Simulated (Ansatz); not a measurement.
The relaxed structure here is a generated cell of Mg2Ge: the first start was made by a random draw of sites in a space group, and the end was not matched to a known phase here, so it may be hypothetical.

The end point of a relaxation of Mg2Ge. Space group P4/mmm (No. 123). All values below come from PBE (plane waves to 420 eV, PAW, scalar-relativistic; Ansatz, an electronic-structure program).

```xyz
9
Lattice="7.2902 0.0000 0.0000 0.0000 7.2902 0.0000 0.0000 0.0000 7.2883" Properties=species:S:1:pos:R:3 pbc="T T T"
Ge     3.6451     3.6451     2.3864
Ge     3.6451     3.6451     4.9020
Ge     0.0000     0.0000     0.0000
Mg     1.9470     1.9470     3.6442
Mg     5.3432     5.3432     3.6442
Mg     1.9470     5.3432     3.6442
Mg     5.3432     1.9470     3.6442
Mg     3.6451     3.6451     0.0000
Mg     0.0000     0.0000     3.6442
```

| Quantity | Value |
|---|---|
| Volume per atom | 43.04 Å³ |
| Density | 1.56 g/cm³ |
| Band gap | no gap (metallic) |
| Shortest distances | Ge–Mg 2.39 Å; Ge–Ge 2.52 Å; Mg–Mg 2.75 Å |
| k-mesh | 7×7×7 |

Band energies at high-symmetry points (eV from the Fermi level; labels of this space group; no spin-orbit coupling), from −5 eV up to 2.7 eV:

| point | energies |
|---|---|
| Γ | -3.73 -3.39 -3.39 -3.35 -0.92 -0.63 -0.63 -0.20 -0.18 -0.18 0.50 0.50 0.93 1.04 2.47 |
| X | -4.04 -3.71 -3.27 -2.21 -1.87 -1.25 -1.09 -0.13 0.05 0.27 0.47 1.46 1.59 2.13 2.25 2.45 |
| M | -3.69 -3.69 -3.69 -3.14 -0.87 -0.59 -0.59 -0.34 -0.34 0.27 0.27 0.49 2.24 2.57 2.63 |
| Z | -3.68 -3.32 -3.32 -2.45 -0.79 -0.79 -0.31 -0.31 -0.19 -0.15 0.19 0.27 0.27 1.11 1.12 1.50 |
| R | -4.16 -3.21 -2.47 -2.41 -1.71 -1.03 -0.82 -0.56 -0.46 -0.09 0.11 0.60 1.57 1.63 2.05 |
| A | -3.62 -3.62 -3.48 -2.45 -1.05 -1.05 -0.33 -0.33 -0.15 0.35 0.35 0.55 0.57 1.52 2.29 |

No spin polarisation in the result.

The run could not lower the symmetry of its start; a shaken copy of this end point relaxes with PBE to P1 (No. 1), 0.86 eV/atom lower.
